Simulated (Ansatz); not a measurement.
Se:
```yaml
crystal:
  lattice:
    - [4.06629, 0.00000, 0.00000]
    - [-2.03315, 3.52151, 0.00000]
    - [0.00000, 0.00000, 5.13045]
  atoms:
    - { symbol: Se, position: [0.24732, 0.00000, 0.83333] }
    - { symbol: Se, position: [0.00000, 0.24732, 0.16667] }
    - { symbol: Se, position: [0.75268, 0.75268, 0.50000] }
```

Relaxed with PBE+D3(BJ). Special points in fractions of this cell's reciprocal vectors: Γ (0.000, 0.000, 0.000); M (0.500, 0.000, 0.000); K (0.333, 0.333, 0.000); A (0.000, 0.000, 0.500); L (0.500, 0.000, 0.500); H (0.333, 0.333, 0.500).

List the band energies nearest the valence-band maximum at these points for DFT-PBE+D3(BJ) in the program Ansatz with PAW potentials.

In eV from the valence-band maximum; about four levels below and three above (degenerate sets whole), none deeper than 8.9 eV; points with the same levels are listed once.

```csv
k,below,above
Γ,-3.50 -3.50 -1.91 -1.91 -0.58,1.42 1.42 2.01
M,-3.83 -3.58 -1.51 -1.02,1.43 1.68 4.20
K,-3.26 -3.26 -3.05 -2.45,3.19 3.19 3.68
A,-3.15 -3.15 -1.43 -1.39 -1.39,0.89 0.91 0.91
L,-4.27 -2.45 -1.97 -0.13,1.28 2.46 2.91
H,-5.50 -5.50 -1.20 -0.06 -0.06,0.47 2.18 2.18
```

Space group P3_121 (trigonal Se type). The cell was relaxed with PBE+D3(BJ) under the symmetry of its start. Spin–orbit coupling is left out wherever it is not named.

Potentials: the later of the program's two PAW sets.
